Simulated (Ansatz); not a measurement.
One atom moved over a plane in WC

Computed with DFT PBEsol, scalar-relativistic, plane waves, PAW in Ansatz. Cutoff 420 eV, Γ-centred 18×18×16 k-points, Methfessel–Paxton smearing of 0.2 eV. Spin–orbit coupling is left out, which can shift energies with elements as heavy as these. No spin polarisation. Energies are free energies at this smearing, counted from the undisturbed cell; pressure is positive in compression.

Reference structure (as given, not relaxed at this level; it stands at -0.8 GPa):

```
W C
1.0
     2.90050    0.00000    0.00000
    -1.45025    2.51191    0.00000
     0.00000    0.00000    2.82900
W C
1 1
Cartesian
  2.9005 0.0000 0.0000
  1.4503 0.8373 1.4145
```

Atom 1 (W) is moved by p along (0.707, 0.707, 0.000) and q along (0.000, 0.000, 1.000) (Å), all else fixed. Points are written (p, q).

Energy above the undisturbed cell in eV/cell (a dash: not computed):

```
 p \ q  -0.300  -0.150  0.000  0.150  0.300
-0.300    1.46    0.83   0.63   0.83   1.46
-0.150    0.90    0.34   0.17   0.34   0.90
 0.000    0.70    0.16   0.00   0.16   0.70
 0.150    0.94    0.36   0.19   0.36   0.94
 0.300    1.70    0.99   0.76   0.99   1.70
```

Pressure in GPa:

| p \ q | -0.300 | -0.150 | 0.000 | 0.150 | 0.300 |
| --- | --- | --- | --- | --- | --- |
| -0.300 | 33.3 | 17.0 | 11.4 | 17.0 | 33.3 |
| -0.150 | 23.2 | 7.8 | 2.6 | 7.8 | 23.2 |
| 0.000 | 19.5 | 4.4 | -0.8 | 4.4 | 19.5 |
| 0.150 | 23.8 | 8.2 | 3.0 | 8.2 | 23.8 |
| 0.300 | 37.9 | 20.7 | 14.8 | 20.7 | 37.9 |

Cost: 15 runs of about 11 core-minutes in all, on Intel Xeon Processor @ 2.70GHz (shared hosts).